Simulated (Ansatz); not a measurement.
LiHS:
```
CELL_PARAMETERS angstrom
      0.00000     2.78642    -2.77066
      0.00000     2.78642     2.77066
      6.10860     0.00000     0.00000
ATOMIC_POSITIONS crystal
  Li 0.49980 0.50020 0.50000
  Li 0.49980 0.50020 0.00000
  S  0.52848 0.99800 0.75000
  S  0.00200 0.47152 0.25000
  H  0.00539 0.12946 0.25000
  H  0.87054 0.99461 0.75000
```

Relaxed with r²SCAN. Special points in fractions of this cell's reciprocal vectors: Γ (0.000, 0.000, 0.000); Y (0.500, 0.500, 0.000); F0 (0.497, 0.503, 0.000); Δ0 (-0.497, 0.497, 0.000); Z (0.000, 0.000, 0.500); B0 (-0.497, 0.497, 0.500); G0 (0.497, 0.503, 0.500); T (0.500, 0.500, 0.500); S (0.000, 0.500, 0.000); R (0.000, 0.500, 0.500).

List the band energies nearest the valence-band maximum at these points for r²SCAN in the plane-wave PAW code Ansatz.

In eV from the valence-band maximum; about four levels below and three above (degenerate sets whole), none deeper than 8.9 eV; points with the same levels are listed once.

| k | below | above |
|---|---|---|
| Γ | -2.16 -0.65 -0.64 0.00 | 3.94 4.22 5.75 |
| Y | -2.16 -1.75 -0.94 -0.93 | 4.79 4.83 6.66 |
| Z | -1.27 -1.27 -0.67 -0.67 | 4.35 4.35 6.18 6.18 |
| B0 | -1.98 -1.98 -1.06 -1.06 | 6.07 6.07 8.18 8.18 |
| S | -2.36 -1.35 -0.87 -0.46 | 4.80 6.54 7.58 |
| R | -2.61 -1.06 -0.55 -0.45 | 4.69 6.53 6.98 |

Space group Ama2. The workflow started from an entry of the Crystallography Open Database (COD), which files this formula under 3 space groups. Its standing as an ambient phase is unchecked. The r²SCAN relaxation kept the symmetry of its start. At this level the phase is mechanically unstable.

Potentials: the later of the program's two PAW sets.
